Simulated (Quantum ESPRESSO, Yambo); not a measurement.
CdBr₂ (space group R-3m, No. 166): static response along x against the Γ-centred k mesh (Yambo on LDA (pw.x of Quantum ESPRESSO, ONCV potentials, scalar-relativistic) bands; 69 bands, 4 Ry block). The smallest direct LDA gap is 2.63 eV. Axes are Cartesian, with cell vectors (Å) (2.01, 1.16, 6.49), (-2.01, 1.16, 6.49), (0.00, -2.32, 6.49).

| k mesh | ε(0), independent particles | ε(0), RPA with local fields | rough Yambo cost |
|---|---|---|---|
| 2×2×2 | 7.80 | 7.00 | about 1/6 |
| 4×4×4 | 5.13 | 4.55 | about 1/2 |
| 6×6×6 | 4.88 | 4.31 | 1 |

The last step changes the RPA value by 5.6 %: not yet converged. Electronic response only; costs are rough.

Spin-orbit coupling is not included.

Geometry of the Materials Project entry, not relaxed at this level; primitive cell a = b = c = 6.8934 Å, α = β = γ = 33.92°.

The distance between layers or molecules is the database entry's, not relaxed here. Functionals without dispersion can leave it too large, which widens gaps and weakens the response across layers: the numbers belong to this cell.
